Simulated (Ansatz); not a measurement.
CaF$_{2}$ (fluorite)

```xyz
3
Lattice="0.0000 2.7555 2.7555 2.7555 0.0000 2.7555 2.7555 2.7555 0.0000" Properties=species:S:1:pos:R:3 pbc="T T T"
Ca     0.0000     0.0000     0.0000
F      1.3777     1.3777     1.3777
F      4.1332     4.1332     4.1332
```

The slice is a {110} plane (indices of the conventional cell) through the point (0.000, 0.000, 0.000) (fractional), spanned by u = [100] and v = [1 -1 -1] in vectors of this cell: u (3.90 Å) and v (5.51 Å, at 90° to u). It covers one period; positions are fractions (u, v).

All values below come from PBE (plane waves to 420 eV, PAW, scalar-relativistic; Ansatz, a program for electronic structure). k mesh 10×10×10. These are valence fields of a PAW run, semicore shells included where kept as valence: close to a nucleus they are smooth pseudo fields. CaF2 was relaxed with its symmetry unable to fall.

Task: What is the ELF at the midpoint of the shortest Ca–F line in this plane (2.39 Å)?

Result: 0.1.

Task: What is the valence density on the shortest Ca–F line in this plane (2.39 Å), at its midpoint?

Result: 0.21 e/Å³.

Task: Predict the map of the electrostatic potential energy of an electron, from the cell's mean on the slice.

Result: 
```
|xxxxxx025789987520xxxxx|
|xxxxxx036789987630xxxxx|
|xxxxxx046xxxxxx640xxxxx|
|xxxxx035xxxxxxxx530xxxx|
|xxxx024xxxxxxxxxx420xxx|
|000025xxxxxxxxxxxx52000|
|112457xxxxxxxxxxxx75421|
|445678xxxxxxxxxxxx87654|
|667888xxxxxxxxxxxx88776|
|888899xxxxxxxxxxxx99888|
|8899999xxxxxxxxxx999998|
|99999999xxxxxxxx9999999|
|999999999xxxxxx99999999|
|99999999999999999999999|
|99999999999999999999999|
|99999999999999999999999|
|99999999999999999999999|
|99999999999999999999999|
|999999999xxxxxx99999999|
|99999999xxxxxxxx9999999|
|8899999xxxxxxxxxx999998|
|888899xxxxxxxxxxxx99888|
|667788xxxxxxxxxxxx88876|
|445678xxxxxxxxxxxx87654|
|112457xxxxxxxxxxxx75421|
|000025xxxxxxxxxxxx52000|
|xxxx024xxxxxxxxxx420xxx|
|xxxxx035xxxxxxxx530xxxx|
|xxxxxx046xxxxxx640xxxxx|
|xxxxxx036789987630xxxxx|
|xxxxxx025789987520xxxxx|
|xxxxxx015789987510xxxxx|
```
Scale: ten equal steps from -1.00 (start of '0') to 7.34 (end of '9'), in the order '0123456789'. Values: electrostatic potential energy of an electron, from the cell's mean, in eV. The map has 23 points along u (one character each, u = 0 at the left) and 32 along v (v = 0 in the bottom row). Points within 1 Å of a nucleus are blanked (x), as the pseudised field means little there. Values under -1 eV are set to -1. The zero, the cell's mean, hangs on the PAW cores.
